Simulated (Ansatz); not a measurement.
AgNb$_{2}$CO$_{2}$ in space group P-3m1 (No. 164; O on 2d, Nb on 2d, C on 1a, Ag on 1b), plane-wave PAW PBE+D3(BJ) (Ansatz code), all energies at zero smearing, with the estimated change up to a 700 eV cutoff added, with one set of potentials and settings (totals compare only within such a set). Cell of 6 atoms (2 O, 2 Nb, 1 C, 1 Ag): -18085.628 eV.

```csv
element,reference phase,E (eV/atom)
O,"C2/m, 4 atoms in the cell, spin-polarised",-565.0488
Nb,"Im-3m, 1 atoms in the cell",-4553.0294
C,"P6_3/mmc, 4 atoms in the cell",-251.0887
Ag,"R-3m, 3 atoms in the cell",-7591.1305
```

Formation energy per atom, worked out: (-18085.628 − 2×(-565.0488) − 2×(-4553.0294) − 1×(-251.0887) − 1×(-7591.1305))/6 = -1.209 eV/atom (-117 kJ per mol of atoms), at 0 K, without zero-point energy or fitted corrections.

A made-up cell: these elements were put on the sites of a structure type; neither database checked (COD, Materials Project) lists it. Its standing as an ambient phase is unchecked. The cell was relaxed with PBE+D3(BJ) under the symmetry of its start. At this level the phase is mechanically unstable. The run is not spin-polarised. The references are the lowest solids computed at this level, not always the standard phases (solids in place of the gases).

Potentials: the later of the program's two PAW sets.
